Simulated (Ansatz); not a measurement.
MoPt₂:
```xyz
3
Lattice="-1.3792 1.9778 4.1538 1.3792 -1.9778 4.1538 1.3792 1.9778 -4.1538" Properties=species:S:1:pos:R:3 pbc="T T T"
Mo     0.0000     0.0000     0.0000
Pt     0.0000     0.0000     5.5105
Pt     0.0000     0.0000     2.7971
```

Relaxed with r²SCAN. Special points in fractions of this cell's reciprocal vectors: Γ (0.000, 0.000, 0.000); X (0.500, 0.500, -0.500); F2 (0.278, 0.722, -0.278); Σ0 (-0.278, 0.278, 0.278); Y0 (0.307, -0.307, 0.307); U0 (0.693, 0.307, -0.307); R (0.000, 0.500, 0.000); W (0.250, 0.250, 0.250); S (0.500, 0.000, 0.000); T (0.000, 0.000, 0.500).

List the band energies nearest the Fermi level at these points for r²SCAN in the plane-wave PAW code Ansatz.

In eV from the Fermi level; about four levels below and three above (degenerate sets whole), none deeper than 8.9 eV; points with the same levels are listed once.

```csv
k,below,above
Γ,-2.19 -2.17 -1.24 -0.88,1.10 2.06 4.40
X,-2.20 -2.17 -1.84 -0.92,1.60 1.66 1.90
F2,-2.42 -1.89 -1.57 -0.52,0.38 0.52 0.89
Y0,-1.80 -1.64 -1.63 -1.09,0.60 1.01 1.62
R,-4.99 -3.68 -2.09 -1.62,0.10 0.59 0.66
W,-3.07 -2.50 -1.58 -1.47,0.14 0.91 2.94
S,-2.18 -1.55 -1.06 -0.21,0.87 1.38 1.84
T,-2.70 -0.55 -0.50 -0.18,0.59 1.07 2.81
```

Space group Immm. The first step of the workflow began from a Materials Project structure, measured or hypothetical; the Crystallography Open Database files this formula in space group No. 71, but the cells were not matched. Its standing as an ambient phase is unchecked. The cell was relaxed with r²SCAN under the symmetry of its start; whether a distortion lowers the energy is not shown. No spin polarisation was allowed. Scalar-relativistic: spin–orbit coupling is off unless named, which matters more the heavier the elements.

Potentials: the later of the program's two PAW sets.
